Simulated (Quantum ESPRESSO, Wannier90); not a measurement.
**Wannier functions of RuO$_{2}$ (rutile)**

```
begin unit_cell_cart
ang
    4.4825000000    0.0000000000    0.0000000000
    0.0000000000    4.4825000000    0.0000000000
    0.0000000000    0.0000000000    3.1113400000
end unit_cell_cart
begin atoms_frac
Ru   0.5000000000  0.5000000000  0.5000000000
Ru   0.0000000000  0.0000000000  0.0000000000
O   -0.1945600000  0.1945600000  0.5000000000
O    0.1945600000 -0.1945600000  0.5000000000
O    0.3054400000  0.3054400000  0.0000000000
O   -0.3054400000 -0.3054400000  0.0000000000
end atoms_frac
```

Materials Project entry mp-825; symmetrised, unrelaxed at this level. COD (Crystallography Open Database) has an entry of this formula and space group (matched by these alone). Level: PBEsol, no spin polarisation, no spin-orbit coupling; pw.x of Quantum ESPRESSO at 68 Ry with PseudoDojo potentials, 6×6×8 k-points, Wannier90. Density: 8×8×10 mesh, cold smearing 0.01 Ry.

A tight-binding model is made by disentanglement and projection with no localisation steps (num_iter = 0), so the 22 orbitals stay atom-like: hydrogen-like Ru: d; O: p, axes along x, y, z; frozen window up to 1.50 eV relative to the Fermi level. It follows pw.x to 0.2 meV rms for states up to 1.0 eV relative to the Fermi level. Matrix elements depend on this choice of orbitals and windows.

Task: Which pairs of orbitals on different sites are coupled most strongly? Give distance, modulus and how many such pairs a cell has.

Result: 
```tsv
orbital	orbital	distance of the centres (Å)	modulus (eV)	pairs
O px	Ru dxy	1.93	1.69	4
O py	Ru dxy	1.93	1.69	4
O pz	Ru dxz	1.98	1.32	8
O pz	Ru dyz	1.98	1.32	8
O pz	Ru dxy	1.98	1.15	8
O px	Ru dyz	1.99	1.09	8
O py	Ru dxz	1.99	1.09	8
O px	Ru dz2	1.93	1.08	4
O py	Ru dz2	1.93	1.08	4
O px	Ru dz2	1.99	0.99	8
O py	Ru dz2	1.99	0.99	8
O px	Ru dx2-y2	1.93	0.95	4
O py	Ru dx2-y2	1.93	0.95	4
O pz	Ru dxz	1.95	0.95	4
O pz	Ru dyz	1.95	0.95	4
O px	Ru dx2-y2	1.99	0.53	8
O py	Ru dx2-y2	1.99	0.53	8
O px	O py	2.48	0.52	4
O pz	O pz	2.45	0.41	2
O pz	O pz	3.11	0.41	4
O px	O pz	2.76	0.39	8
O py	O pz	2.76	0.39	8
O px	O px	2.48	0.34	2
O py	O py	2.48	0.34	2
O px	O px	2.77	0.33	8
O py	O py	2.77	0.33	8
Ru dxz	Ru dyz	3.11	0.26	4
O px	O pz	2.79	0.23	8
O py	O pz	2.79	0.23	8
O pz	Ru dz2	1.98	0.22	8
```
